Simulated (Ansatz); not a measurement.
## Turning moments in MnHg (P4/mmm)

```xyz
4
Lattice="3.2880 0.0000 0.0000 0.0000 3.2880 0.0000 0.0000 0.0000 6.6260" Properties=species:S:1:pos:R:3 pbc="T T T"
Mn    1.6440    1.6440    1.6565
Mn    1.6440    1.6440    4.9695
Hg    0.0000    0.0000    0.0000
Hg    0.0000    0.0000    3.3130
```

The geometry is a structure as deposited in COD, repeated to hold the magnetic orders, held fixed and not relaxed.

Settings: PBE, 11×11×6 k mesh, Fermi–Dirac smearing of 0.05 eV. PAW means Ansatz 0.2.0 on its default frozen-core files. Site moments are integrated in spheres about the atoms. Start moments (μB): Mn1 3.9, Mn2 3.9.

The runs use spinors without spin–orbit coupling. In the held states a penalty keeps the direction of every atom that starts with a moment, the untilted ones along z, with sizes free, and the energy is taken at the target. Energies count from the run that starts parallel.

```tsv
state	ΔF PAW (meV/atom)	largest moment, PAW (μB)	size of M, PAW (μB/cell)	directions kept
parallel moments on spinors	0.0	3.86	7.80	yes
Mn2 tilted by 30° from z and held	?	3.85	7.50	yes
Mn2 tilted by 60° from z and held	?	3.83	6.67	yes
Mn2 tilted by 90° from z and held	-14.3	3.83	5.44	yes
Mn2 tilted by 120° from z and held	-19.2	3.84	3.84	yes
Mn2 tilted by 150° from z and held	-21.9	3.85	1.99	yes
start Mn1↑ Mn2↓ on spinors	-22.1	3.85	0.00	yes
```

Task: What belongs in the row "Mn2 tilted by 60° from z and held", column "ΔF PAW (meV/atom)"?

Result: -7.9.

Task: Give the missing entry: row "Mn2 tilted by 30° from z and held", column "ΔF PAW (meV/atom)".

Result: -2.4.

Task: Fit ΔF(θ) = A(1 − cos θ) + B sin²θ to the PAW points, the reversed state at 180° included. How well does a Heisenberg model do?

Result: A = -11.1 and B = -3.2 meV/atom, with a worst miss of 0.3 meV/atom. B isn't small beside A, so the turn needs more than bilinear exchange between fixed moments (biquadratic terms or changing moment sizes).

For the state «Mn2 tilted by 150° from z and held», by PAW: Site moments (μB): Mn1 (0.00, 0.00, 3.85); Mn2 (1.92, 0.00, -3.33); Hg3 (-0.01, 0.00, 0.00); Hg4 (-0.01, 0.00, 0.00). Cell moment 1.99 μB.

The Ansatz runs typed with the search for lower states off end where their start leads. Spin–orbit coupling is left out although heavy atoms are present. None of this fixes the real material's magnetic order: only patterns that fit the cell were computed, at zero temperature, with a functional that can overstate moments.
